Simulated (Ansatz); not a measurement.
HfZn₂:
```yaml
crystal:
  lattice:
    - [0.00000, 3.64078, 3.64078]
    - [3.64078, 0.00000, 3.64078]
    - [3.64078, 3.64078, 0.00000]
  atoms:
    - { symbol: Hf, position: [0.50000, 0.50000, 0.50000] }
    - { symbol: Hf, position: [0.75000, 0.75000, 0.75000] }
    - { symbol: Zn, position: [0.12500, 0.12500, 0.12500] }
    - { symbol: Zn, position: [0.62500, 0.12500, 0.12500] }
    - { symbol: Zn, position: [0.12500, 0.12500, 0.62500] }
    - { symbol: Zn, position: [0.12500, 0.62500, 0.12500] }
```

Relaxed with r²SCAN. Special points in fractions of this cell's reciprocal vectors: Γ (0.000, 0.000, 0.000); X (0.500, 0.000, 0.500); U (0.625, 0.250, 0.625); K (0.375, 0.375, 0.750); L (0.500, 0.500, 0.500); W (0.500, 0.250, 0.750).

Problem. List the band energies nearest the Fermi level at these points for DFT-r²SCAN in the program Ansatz with PAW potentials.

Solution. In eV from the Fermi level; about four levels below and three above (degenerate sets whole), none deeper than 8.9 eV; points with the same levels are listed once.

| k | below | above |
|---|---|---|
| Γ | -1.90 -1.90 -1.90 -1.06 -1.06 -1.06 | 2.82 4.30 4.30 4.30 |
| X | -3.27 -3.27 -2.66 -2.66 | 0.52 0.52 0.91 0.91 |
| U | -4.92 -2.73 -2.70 -0.69 | 0.13 0.14 0.72 |
| L | -0.88 -0.88 -0.09 -0.09 -0.06 | 3.23 3.23 4.09 |
| W | -0.94 -0.94 -0.10 -0.10 | 0.97 0.97 2.44 2.44 |

Space group Fd-3m (cubic Laves (MgCu2 type)). The workflow started from an entry of the Crystallography Open Database (COD). Its standing as an ambient phase is unchecked. The cell was relaxed with r²SCAN under the symmetry of its start; its stability against distortions is not shown here. The run is not spin-polarised. Scalar-relativistic: spin–orbit coupling is off unless named, which matters more the heavier the elements.

Potentials: the later of the program's two PAW sets.
